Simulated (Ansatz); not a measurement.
Zr:
```
CELL_PARAMETERS angstrom
      4.92139     0.00000     0.00000
     -2.46070     4.26205     0.00000
      0.00000     0.00000     3.08343
ATOMIC_POSITIONS crystal
  Zr 0.00000 0.00000 0.50000
  Zr 0.33333 0.66667 0.00000
  Zr 0.66667 0.33333 0.00000
```

Relaxed with LDA.

**Question.** Which orbitals make up the states near the Fermi level in plane-wave PAW LDA (Ansatz code)?

**Answer.** Within 0.5 eV of the Fermi level: Zr 4d 89 %, Zr 5s 6 %. Projections are on Löwdin-orthogonalised atomic valence shells; empty p or d shells of many metals are not among them.

**Question.** Tabulate the density of states.

**Answer.** States/eV per cell of 3 atoms, in 0.25 eV bins, energy from the Fermi level.

```tsv
E (eV)	total	Zr 4d	Zr 5s	Zr 4p
-5.70	0.00	0.00	0.00	0.00
-5.45	0.08	0.00	0.07	0.00
-5.20	0.15	0.00	0.13	0.00
-4.95	0.21	0.00	0.18	0.00
-4.70	0.27	0.01	0.23	0.01
-4.45	0.33	0.01	0.28	0.01
-4.20	0.40	0.02	0.33	0.01
-3.95	0.48	0.05	0.39	0.02
-3.70	0.62	0.10	0.47	0.02
-3.45	0.92	0.26	0.59	0.03
-3.20	1.11	0.49	0.56	0.03
-2.95	3.30	2.15	1.02	0.06
-2.70	2.93	2.11	0.72	0.05
-2.45	3.34	2.68	0.56	0.05
-2.20	3.75	3.02	0.62	0.07
-1.95	3.70	3.20	0.39	0.07
-1.70	4.06	3.61	0.33	0.08
-1.45	4.16	3.79	0.24	0.07
-1.20	3.15	2.90	0.14	0.05
-0.95	3.74	3.44	0.14	0.07
-0.70	4.51	4.06	0.21	0.09
-0.45	4.08	3.62	0.21	0.08
-0.20	1.89	1.69	0.11	0.03
0.05	3.26	2.93	0.20	0.04
0.30	4.01	3.59	0.27	0.04
0.55	3.41	3.02	0.24	0.03
0.80	3.18	2.82	0.21	0.03
1.05	4.44	3.92	0.26	0.05
1.30	5.83	5.25	0.23	0.06
1.55	5.87	5.22	0.23	0.06
1.80	4.09	3.64	0.17	0.04
2.05	3.13	2.84	0.14	0.02
```

Space group P6/mmm. This is a known high-pressure phase of the composition, computed here at zero pressure and temperature. The LDA relaxation kept the symmetry of its start; whether a distortion lowers the energy is not shown. The run is not spin-polarised. Scalar-relativistic: spin–orbit coupling is off unless named, which matters more the heavier the elements.

Potentials: the later of the program's two PAW sets.
